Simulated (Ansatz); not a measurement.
**Co₂Si under strain: Field gradients at the nuclei**

The cell is an entry of the Crystallography Open Database (COD), relaxed with PBE at fixed cell and then changed (z compressed by 3 %, ions relaxed).

```
Co Si
1.0
     4.91800    0.00000    0.00000
     0.00000    3.73800    0.00000
     0.00000    0.00000    6.89573
Co Si
8 4
Direct
  0.96655 0.75000 0.21686
  0.03345 0.25000 0.78314
  0.53345 0.25000 0.71686
  0.46655 0.75000 0.28314
  0.82724 0.75000 0.56548
  0.17276 0.25000 0.43452
  0.67276 0.25000 0.06548
  0.32724 0.75000 0.93452
  0.29480 0.75000 0.60352
  0.70520 0.25000 0.39648
  0.20520 0.25000 0.10352
  0.79480 0.75000 0.89648
```

Sites (sets of like atoms) are named by element and the number of their first atom in this list.

Level of theory: DFT, PBE, plane waves and PAW, scalar-relativistic, collinear spin, 420 eV cutoff, Γ-centred 9×12×6 k-points, Fermi–Dirac smearing 0.05 eV (Ansatz 0.2.0). Start moments as typed (μB): 3 on each Co, none on the rest.

V_zz is the principal component of the electric field gradient with the largest magnitude, η = (V_xx − V_yy)/V_zz and C_Q = eQV_zz/h.

Co-59: I = 7/2, Q = 420.0 mb. Quadrupole moments are those of Pyykkö's year-2017 table.

**Question.** What field gradients does the calculation give at each kind of site?

**Answer.** 

```csv
site,atoms (order as listed),first shell,V_zz (10²¹ V/m²),η,C_Q (MHz)
Co1,"1, 2, 3, 4","5 Si at 2.34–2.58 Å, 8 Co at 2.50–2.63 Å",1.00,0.16,10.2
Co5,"5, 6, 7, 8","5 Si at 2.28–2.63 Å, 8 Co at 2.50–2.68 Å",1.65,0.29,16.8
Si,"9, 10, 11, 12",10 Co at 2.28–2.63 Å,3.01,0.01,–
```

Si has no stable isotope with a ground-state quadrupole moment in the table, so no C_Q is given.

The run finds no gap above 0.1 eV (a metal, or nearly one), so the gradients can move by 10 % or more with the k-mesh. With these PAW files V_zz is typically within 2 to 3 % of all-electron values, but misses above 10 % occur on Co. The run lost most of its start moments on Co; a state with other moments may lie lower. The magnetic order is the one that the run reached from its start moments, not necessarily the measured one (the real compound may not order at all).

The relaxation (4 steps) took 3.8 min of wall time (13 min of CPU time) and 3 GiB at its peak, on 4 threads of Intel Xeon Platinum 8488C (Sapphire Rapids) (x86_64; 16 cores open to the job, memory cap 8.0 GiB, no GPU), a shared host with a load of 0.4 a core.
